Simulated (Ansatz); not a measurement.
TiN (rock salt)

```
TiN
1.0
    0.00000     2.12337     2.12337
    2.12337     0.00000     2.12337
    2.12337     2.12337     0.00000
N Ti
1 1
Cartesian
  0.00000   0.00000   0.00000
  2.12337   2.12337   2.12337
```

In each cell atom 2 (Ti, nearest neighbour N at 2.123 Å; its periodic images, 3.0 Å or more away, move with it) moves by s·(1.000, 0.000, 0.000) (along Cartesian x), the rest being held.

Method: PBE (plane waves to 420 eV, PAW, scalar-relativistic; Ansatz, an electronic-structure program). k mesh 15×15×15 (Γ-centred), Fermi-Dirac smearing 0.05 eV. E stands for the smeared free energy. Left out: 4 of 11 points, with atoms too close for the PAW data. With partly filled bands, energies and forces of such displacements shift with the k mesh and the smearing. The PAW data are Ansatz's earlier set. TiN is run without spin polarisation. TiN was relaxed with its symmetry unable to fall. The zero of ΔE is the undisplaced structure.

Question: Give the computed ΔE (meV/cell) at s (Å) = -0.384, -0.256, -0.128, 0.128, 0.256, 0.384.

Answer: 
| s (Å) | ΔE (meV/cell) |
|---|---|
| -0.384 | 873 |
| -0.256 | 352 |
| -0.128 | 85 |
| 0.128 | 85 |
| 0.256 | 352 |
| 0.384 | 873 |

(For displaced atoms, the force is minus the slope of the energy, and its curvature is a force constant, which sets phonon frequencies.)
